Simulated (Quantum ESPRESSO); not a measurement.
```xyz
3
Lattice="0.0000 2.9579 2.9579 2.9579 0.0000 2.9579 2.9579 2.9579 0.0000" Properties=species:S:1:pos:R:3 pbc="T T T"
Pb     0.0000     0.0000     0.0000
F      4.4369     4.4369     4.4369
F      1.4790     1.4790     1.4790
```
The geometry is a computed Materials Project entry, not a measured one. It is PbF2 in Fm-3m; whether this form has been observed was not checked. Stability against distortions was not tested.

With PBE (σ by GIPAW in a modified build of Quantum ESPRESSO; JTH PAW datasets, 22.5 Ha):

```
quantity         PBE
-------------  -----
σ_iso F (ppm)  161.5
```

These are absolute shieldings with no macroscopic susceptibility term; δ = σ_ref − σ needs a reference computed alike. By our sweeps, such settings leave a few ppm in absolute σ on light atoms and up to some 20 ppm from Zn on. Spin–orbit coupling is left out; its weight grows with the heaviest atom, Pb here. Static lattice: thermal averaging is not included.

### Question
What does the LDA, on its own JTH datasets and the same geometry, give?

### Answer
```csv
quantity,LDA,LDA − PBE
σ_iso F (ppm),139.1,-22.4
```
